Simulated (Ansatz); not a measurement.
Space group Cmcm (No. 63). a = 7.461 Å, b = 6.522 Å, c = 8.929 Å, α = 90.00°, β = 90.00°, γ = 90.00°
| atom | site | symmetry | x | y | z |
| --- | --- | --- | --- | --- | --- |
| Al | 8e | 2.. | 0.3195 | 0.0000 | 0.0000 |
| Al | 8f | m.. | 0.5000 | 0.6429 | 0.0985 |
| Al | 8g | ..m | 0.3195 | 0.2986 | 0.2500 |
| Ru | 4c | m2m | 0.5000 | 0.9648 | 0.2500 |

Equation of state of this Al₆Ru structure (not necessarily the ground state), with shape and atoms relaxed at each volume where symmetry leaves them free. It has no gap at any of these volumes. Theory: DFT r2SCAN, scalar-relativistic, plane waves, PAW in Ansatz.

Cutoff 500 eV; k points 8×8×4 on the computed 14-atom cell (Γ-centred); Gaussian smearing, width 0.10 eV; no spin polarisation.

| V (Å³/atom) | E − E(largest V) (meV/atom) | P (GPa) |
| --- | --- | --- |
| 13.653 | 56.10 | 20.36 |
| 14.119 | 6.43 | 14.03 |
| 14.584 | -26.21 | 8.60 |
| 15.050 | -44.29 | 3.97 |
| 15.515 | -49.89 | 0.00 |
| 15.981 | -44.83 | -3.39 |
| 16.446 | -30.68 | -6.28 |
| 17.067 | 0.00 | -9.46 |

Fit a third-order Birch–Murnaghan equation to E(V).

V0 = 15.52 Å³/atom, B0 = 122 GPa, B0' = 4.2.

Cost: 8 runs of about 30 core-minutes in all, on Oxide Virtual Turin-like Processor (Zen 5) (shared hosts).